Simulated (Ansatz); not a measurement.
Consider the following.

SiGe:
```cif
data_Ge4Si4
_chemical_formula_sum 'Si4 Ge4'
_space_group_name_H-M_alt 'P 1'
_space_group_IT_number 1
_cell_length_a 3.92503
_cell_length_b 3.92237
_cell_length_c 11.08215
_cell_angle_alpha 90.000
_cell_angle_beta 90.000
_cell_angle_gamma 90.000
loop_
_space_group_symop_operation_xyz
  'x, y, z'
loop_
_atom_site_label
_atom_site_type_symbol
_atom_site_fract_x
_atom_site_fract_y
_atom_site_fract_z
_atom_site_occupancy
Si1 Si 0.25000 0.00000 0.31971 1
Si2 Si 0.25000 0.50000 0.43974 1
Si3 Si 0.75000 0.50000 0.56026 1
Si4 Si 0.75000 0.00000 0.68029 1
Ge1 Ge 0.25000 0.00000 0.80495 1
Ge2 Ge 0.25000 0.50000 0.93521 1
Ge3 Ge 0.75000 0.50000 0.06479 1
Ge4 Ge 0.75000 0.00000 0.19505 1
```

This is the PBEsol-relaxed structure.

### Question
All from DFT-PBEsol in the program Ansatz with PAW potentials, unless another level is named. Predict the highest zone-centre frequency (without LO–TO term).

### Answer
480 cm⁻¹.

### Question
And the Young's modulus?

### Answer
137 GPa.

Space group Pmma. The start of the workflow was typed in or built on a structure type; neither database checked (COD, Materials Project) lists it. Whether it is the stable phase at ambient conditions was not checked. The PBEsol relaxation kept the symmetry of its start; of distortions, only those at the zone centre were tested.

Potentials: the later of the program's two PAW sets.
